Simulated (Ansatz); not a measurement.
VSe2: computed property card

VSe$_{2}$:
```
CELL_PARAMETERS angstrom
      3.40957     0.00000     0.00000
     -1.70478     2.95277     0.00000
      0.00000     0.00000     6.18206
ATOMIC_POSITIONS crystal
  Se 0.33333 0.66667 0.24736
  Se 0.66667 0.33333 0.75264
  V  0.00000 0.00000 0.00000
```
The run is spin-polarised; directions of the spins, atom by atom: 0 0 ↑.

Space group P-3m1 (No. 164), CdI2 type; conventional cell a = 3.4096 Å, b = 3.4096 Å, c = 6.1821 Å, α = 90.00°, β = 90.00°, γ = 120.00°.

Method: r²SCAN+D4 in the plane-wave PAW code Ansatz. Structure relaxed to zero pressure with the same functional. Other levels are named where they apply.

Cell and energy:

- Volume per atom: 20.75 Å³
- Density: 5.57 g/cm³
- Formation energy from the elements (no fitted shifts): -0.85 eV/atom

Electronic structure:

- Electronic character = metallic (no gap)
- Density of states at the Fermi level = 0.46 states/eV per atom (mean over ±0.08 eV)

Magnetism:

- Magnetic order: ferromagnetic
- Net moment: 0.36 μB per atom

The workflow started from an entry of the Crystallography Open Database (COD). Whether it is the stable phase at ambient conditions was not checked. Symmetry was held in the r²SCAN+D4 relaxation; its stability against distortions is not shown here. Spin order of the final state: ferromagnetic, the only order run, not a proven ground state. The cell computed holds one magnetic atom, so no antiferromagnetic order was within reach. Other orbital occupations within this spin state were not tried. No Hubbard U is applied. The compound may be a true metal, but semilocal functionals without U, or a wrong spin order, can also close a gap. Point labels and valley counts follow the cell and symmetry of the run, lower than the named group. The references are the lowest solids computed at this level, not always the standard phases. Scalar-relativistic: spin–orbit coupling is off unless named, which matters more the heavier the elements.

Potentials: the later of the program's two PAW sets.
